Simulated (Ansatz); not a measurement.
**Data sheet: PtW (DFT)**

PtW:
```yaml
crystal:
  lattice:
    - [0.00000, 2.63013, 2.63013]
    - [2.63013, 0.00000, 2.63013]
    - [2.63013, 2.63013, 0.00000]
  atoms:
    - { symbol: Pt, position: [0.00000, 0.00000, 0.00000] }
    - { symbol: W, position: [0.50000, 0.50000, 0.50000] }
```

Space group Fm-3m (No. 225), rock salt; conventional cell a = b = c = 5.2603 Å, α = β = γ = 90.00°.

Method: PBE (plane waves, PAW; program Ansatz). Geometry: relaxed at this level of theory. Other levels are named where they apply.

### Cell and energy

* **Volume per atom**: 18.19 Å³
* **Density**: 17.29 g/cm³
* **Formation energy from the elements (no fitted shifts)**: 0.86 eV/atom

### Electronic structure

- Electronic character = metallic (no gap)
- Density of states at the Fermi level = 1.4 states/eV per atom (mean over ±0.08 eV)
- Gap with spin–orbit coupling = none (metallic)

### Mechanics

* **Bulk modulus (Birch–Murnaghan fit)**: 220 GPa
* **Pressure derivative B′**: 4.7

The start of the workflow was typed in or built on a structure type; neither database checked (COD, Materials Project) lists it. Whether it is the stable phase at ambient conditions was not checked. The PBE relaxation kept the symmetry of its start; its stability against distortions is not shown here. No spin polarisation was allowed. The volume moved by 18 % from the start of the relaxation. Its formation energy is positive at this level, so the cell may be metastable or incomplete. The references are the lowest solids computed at this level, not always the standard phases. Scalar-relativistic: spin–orbit coupling is off unless named, which matters more the heavier the elements.

Potentials: the later of the program's two PAW sets.
